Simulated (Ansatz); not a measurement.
MgTlF3:
```xyz
5
Lattice="4.0802 0.0000 0.0000 0.0000 4.0802 0.0000 0.0000 0.0000 4.0802" Properties=species:S:1:pos:R:3 pbc="T T T"
Mg     0.0000     0.0000     0.0000
Tl     2.0401     2.0401     2.0401
F      2.0401     0.0000     0.0000
F      0.0000     2.0401     0.0000
F      0.0000     0.0000     2.0401
```

Relaxed with r²SCAN. Special points in fractions of this cell's reciprocal vectors: Γ (0.000, 0.000, 0.000); X (0.000, 0.500, 0.000); M (0.500, 0.500, 0.000); R (0.500, 0.500, 0.500).

Question: List the band energies nearest the valence-band maximum at these points for r²SCAN with spin–orbit coupling in the plane-wave PAW code Ansatz.

Answer: In eV from the valence-band maximum; about four levels below and three above (degenerate sets whole), none deeper than 8.9 eV; points with the same levels are listed once.

```json
[
 {"k": "Γ", "below": "-2.59 -2.59 -2.59 -2.59", "above": "7.75 7.75 9.30 9.30"},
 {"k": "X", "below": "-2.49 -2.49 -0.06 -0.06", "above": "4.41 4.41 7.97 7.97"},
 {"k": "M", "below": "-2.11 -2.11 0.00 0.00", "above": "5.34 5.34 6.45 6.45"},
 {"k": "R", "below": "-2.15 -2.15 -2.15 -2.15 -1.60 -1.60", "above": "6.42 6.42 7.99 7.99 7.99 7.99"}
]
```

Space group Pm-3m (cubic perovskite). The workflow started from a Materials Project entry (that database holds measured and hypothetical structures alike); the Crystallography Open Database copy checked does not list it. Its standing as an ambient phase is unchecked. The cell was relaxed with r²SCAN under the symmetry of its start; whether a distortion lowers the energy is not shown.

Potentials: the later of the program's two PAW sets.
